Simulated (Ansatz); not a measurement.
NbCd3:
```cif
data_Cd3Nb
_chemical_formula_sum 'Cd3 Nb1'
_space_group_name_H-M_alt 'Pm-3m'
_space_group_IT_number 221
_space_group_name_Hall '-P 4 2 3'
_cell_length_a 4.27187
_cell_length_b 4.27187
_cell_length_c 4.27187
_cell_angle_alpha 90.000
_cell_angle_beta 90.000
_cell_angle_gamma 90.000
loop_
_atom_site_label
_atom_site_type_symbol
_atom_site_symmetry_multiplicity
_atom_site_Wyckoff_symbol
_atom_site_fract_x
_atom_site_fract_y
_atom_site_fract_z
_atom_site_occupancy
Cd1 Cd 3 c 0.00000 0.50000 0.50000 1
Nb1 Nb 1 a 0.00000 0.00000 0.00000 1
```

Relaxed with r²SCAN.

**Question.** Which orbitals make up the states near the Fermi level in plane-wave PAW r²SCAN (Ansatz code)?

**Answer.** Within 0.5 eV of the Fermi level: Nb 4d 82 %, outside the projected shells 14 %. Projections are on Löwdin-orthogonalised atomic valence shells; empty p or d shells of many metals are not among them.

**Question.** Tabulate the density of states.

**Answer.** States/eV per cell of 4 atoms, in 0.25 eV bins, energy from the Fermi level.

| E (eV) | total | Nb 4d | Cd 5s | Nb 5s |
|---|---|---|---|---|
| -7.85 | 0.73 | 0.00 | 0.21 | 0.08 |
| -7.60 | 0.40 | 0.00 | 0.25 | 0.09 |
| -7.35 | 0.44 | 0.01 | 0.29 | 0.10 |
| -7.10 | 0.49 | 0.01 | 0.33 | 0.10 |
| -6.85 | 0.55 | 0.02 | 0.37 | 0.10 |
| -6.60 | 0.61 | 0.03 | 0.42 | 0.10 |
| -6.35 | 0.76 | 0.04 | 0.54 | 0.10 |
| -6.10 | 0.72 | 0.06 | 0.52 | 0.07 |
| -5.85 | 0.69 | 0.08 | 0.49 | 0.06 |
| -5.60 | 0.78 | 0.11 | 0.53 | 0.08 |
| -5.35 | 0.82 | 0.14 | 0.52 | 0.09 |
| -5.10 | 0.73 | 0.12 | 0.43 | 0.10 |
| -4.85 | 0.69 | 0.10 | 0.39 | 0.12 |
| -4.60 | 0.71 | 0.10 | 0.39 | 0.14 |
| -4.35 | 0.78 | 0.12 | 0.41 | 0.16 |
| -4.10 | 0.94 | 0.16 | 0.46 | 0.21 |
| -3.85 | 1.04 | 0.20 | 0.48 | 0.23 |
| -3.60 | 0.97 | 0.20 | 0.45 | 0.20 |
| -3.35 | 0.84 | 0.18 | 0.41 | 0.14 |
| -3.10 | 1.20 | 0.22 | 0.69 | 0.10 |
| -2.85 | 1.45 | 0.33 | 0.81 | 0.07 |
| -2.60 | 1.77 | 0.55 | 0.87 | 0.07 |
| -2.35 | 1.59 | 0.58 | 0.68 | 0.08 |
| -2.10 | 1.45 | 0.61 | 0.51 | 0.09 |
| -1.85 | 1.59 | 0.74 | 0.41 | 0.13 |
| -1.60 | 2.01 | 1.01 | 0.37 | 0.18 |
| -1.35 | 1.97 | 1.12 | 0.28 | 0.10 |
| -1.10 | 3.25 | 1.96 | 0.23 | 0.08 |
| -0.85 | 4.82 | 3.61 | 0.13 | 0.06 |
| -0.60 | 4.35 | 3.49 | 0.06 | 0.05 |
| -0.35 | 2.93 | 2.41 | 0.03 | 0.03 |
| -0.10 | 1.85 | 1.50 | 0.02 | 0.02 |
| 0.15 | 1.34 | 1.09 | 0.01 | 0.01 |
| 0.40 | 1.14 | 0.92 | 0.01 | 0.01 |
| 0.65 | 1.20 | 0.91 | 0.02 | 0.01 |
| 0.90 | 0.86 | 0.63 | 0.01 | 0.02 |
| 1.15 | 2.05 | 1.54 | 0.07 | 0.12 |
| 1.40 | 4.38 | 3.53 | 0.20 | 0.20 |
| 1.65 | 2.44 | 1.81 | 0.12 | 0.07 |
| 1.90 | 3.03 | 1.57 | 0.23 | 0.45 |
| 2.15 | 2.75 | 1.26 | 0.25 | 0.38 |
| 2.40 | 2.19 | 0.85 | 0.24 | 0.21 |
| 2.65 | 1.77 | 0.57 | 0.22 | 0.13 |
| 2.90 | 1.45 | 0.39 | 0.20 | 0.08 |
| 3.15 | 1.30 | 0.29 | 0.23 | 0.06 |
| 3.40 | 1.21 | 0.21 | 0.40 | 0.04 |
| 3.65 | 0.63 | 0.09 | 0.24 | 0.03 |
| 3.90 | 2.26 | 0.47 | 0.90 | 0.24 |
| 4.15 | 2.83 | 0.56 | 1.04 | 0.25 |
| 4.40 | 2.21 | 0.45 | 0.81 | 0.11 |
| 4.65 | 1.80 | 0.27 | 0.54 | 0.09 |

The workflow started from an entry of the Crystallography Open Database (COD). Whether it is the stable phase at ambient conditions was not checked. The r²SCAN relaxation kept the symmetry of its start; whether a distortion lowers the energy is not shown. The run is not spin-polarised. Spin–orbit coupling is left out wherever it is not named.

Potentials: the later of the program's two PAW sets.
